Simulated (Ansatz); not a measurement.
Computed properties of Ti6O

Ti$_{6}$O:
```xyz
7
Lattice="5.1023 0.0000 0.0000 -2.5511 4.4187 0.0000 0.0000 0.0000 4.7280" Properties=species:S:1:pos:R:3 pbc="T T T"
Ti     1.7078     2.9581     1.2308
Ti     0.8433     1.4607     3.4972
Ti     1.6866     0.0000     1.2308
Ti     3.4157     0.0000     3.4972
Ti    -0.8433     1.4607     1.2308
Ti    -1.7078     2.9581     3.4972
O      0.0000     0.0000     0.0000
```

Space group P-31m (No. 162); conventional cell a = 5.1023 Å, b = 5.1023 Å, c = 4.7280 Å, α = 90.00°, β = 90.00°, γ = 120.00°.

Method: r²SCAN in the plane-wave PAW code Ansatz. Geometry: relaxed at this level of theory. Other levels are named where they apply.

### Cell and energy

- Volume per atom: 15.23 Å³
- Density: 4.72 g/cm³
- Formation energy from the elements (no fitted shifts): -0.87 eV/atom

### Electronic structure

- Electronic character: metallic (no gap)
- Density of states at the Fermi level: 0.63 states/eV per atom (mean over ±0.08 eV)

### Mechanics

Bulk modulus (Birch–Murnaghan fit): 1410 kbar
Pressure derivative B′: 3.8
Elastic constants (relaxed ions, GPa): C11 = 222, C12 = 120, C13 = 78.3, C14 = 0.0, C33 = 275, C44 = 70.2
Mechanical stability: stable (all eigenvalues of C positive)
Hill bulk and shear moduli: 141 and 63.0 GPa
Young's modulus: 165 GPa
Poisson's ratio: 0.31
Debye temperature from the elastic constants: 491 K

### Phonons

- Highest zone-centre frequency = 500 cm⁻¹
- Zone-centre stability = no imaginary mode at Γ

### Charges

- Bader charges = Ti +0.25, O -1.50 e

The first step of the workflow began from a Materials Project structure, measured or hypothetical; the Crystallography Open Database files this formula in space group No. 162, but the cells were not matched. Whether it is the stable phase at ambient conditions was not checked. The r²SCAN relaxation kept the symmetry of its start. No spin polarisation was allowed. Without spin polarisation and U, an open-shell compound can come out a false metal. As this level gives no gap, shear constants depend on the k-mesh and smearing (Fermi–Dirac, 0.1 eV here). As this level gives no gap, phonon frequencies hold no LO–TO term and depend on the k-mesh and smearing (Fermi–Dirac, 0.1 eV here). The references are the lowest solids computed at this level, not always the standard phases (solids in place of the gases).

Potentials: the later of the program's two PAW sets.
